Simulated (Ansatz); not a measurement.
Si2W:
```
Si2W
1.0
    4.57970     0.00000     0.00000
   -2.28985     3.96614     0.00000
    0.00000     0.00000     6.60884
Si W
6 3
Direct
  0.83643   0.67285   0.50000
  0.16357   0.83643   0.83333
  0.32715   0.16357   0.16667
  0.16357   0.32715   0.50000
  0.83643   0.16357   0.83333
  0.67285   0.83643   0.16667
  0.00000   0.50000   0.16667
  0.50000   0.00000   0.50000
  0.50000   0.50000   0.83333
```

This is the r²SCAN-relaxed structure.

Question: All from the program Ansatz at the r²SCAN level (PAW), unless another level is named. Estimate the bulk modulus (Birch–Murnaghan fit).

Answer: 237 GPa.

Question: What about the vibrational entropy at 300 K?

Answer: 22.0 J/(K·mol of atoms).

Question: What about the zero-point energy?

Answer: 51.6 meV/atom.

Space group P6_222. The first step of the workflow began from a Materials Project structure, measured or hypothetical; the Crystallography Open Database copy checked does not list it. It is not the phase usual at ambient conditions (space group No. 139). Symmetry was held in the r²SCAN relaxation; phonons on a q-mesh show no instability. No spin polarisation was allowed. Scalar-relativistic: spin–orbit coupling is off unless named, which matters more the heavier the elements.

Potentials: the later of the program's two PAW sets.
